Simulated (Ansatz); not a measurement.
Relaxed-ion elastic tensor of ZnO (NiAs type, P6_3/mmc) in GPa (Voigt order), r²SCAN (plane waves, PAW; program Ansatz); density 6.87 g/cm³, 9.83 Å³ per atom.

```
 286   148   105   0.0   0.0   0.0
 148   286   105   0.0   0.0   0.0
 105   105   406   0.0   0.0   0.0
 0.0   0.0   0.0  10.8   0.0   0.0
 0.0   0.0   0.0   0.0  10.8   0.0
 0.0   0.0   0.0   0.0   0.0  69.0
```

**Question.** Is the crystal mechanically stable?

**Answer.** Yes: the smallest eigenvalue of C is 10.8 GPa.

**Question.** Work out the Voigt, Reuss and Hill averages.

**Answer.** K_V = 188, K_R = 187, K_H = 188; G_V = 59.4, G_R = 22.6, G_H = 41.0 GPa.

**Question.** Give Young's modulus, Poisson's ratio, Pugh's ratio and the universal anisotropy index.

**Answer.** E = 9KG/(3K + G) = 115 GPa; ν = 0.40; K/G = 4.58 (ductile by the Pugh limit of 1.75); A_U = 5G_V/G_R + K_V/K_R − 6 = 8.17.

**Question.** Estimate the sound speeds and the Debye temperature.

**Answer.** v_l = √((K + 4G/3)/ρ) = 5940 m/s, v_t = √(G/ρ) = 2440 m/s, mean 2760 m/s; Θ = (h/k)(3n/4πV)^(1/3) v_m = 384 K.

**Question.** Solve the Christoffel equation for the three sound speeds along x, y, z.

**Answer.** Eigenvalues of C_ijkl n_j n_l equal ρv². In km/s, slowest first: x 1.25, 3.17, 6.45; y 1.25, 3.17, 6.45; z 1.25, 1.25, 7.69.

**Question.** How much does each axis shrink under pressure?

**Answer.** Linear compressibilities β_i = Σ_j S_ij (j = 1 to 3): x 2.0, y 2.0, z 1.4 per TPa.

The start of the workflow was typed in or built on a structure type; the Crystallography Open Database copy checked does not list it. It is not the phase usual at ambient conditions (space group No. 186). Symmetry was held in the r²SCAN relaxation; whether a distortion lowers the energy is not shown.

Potentials: the later of the program's two PAW sets.
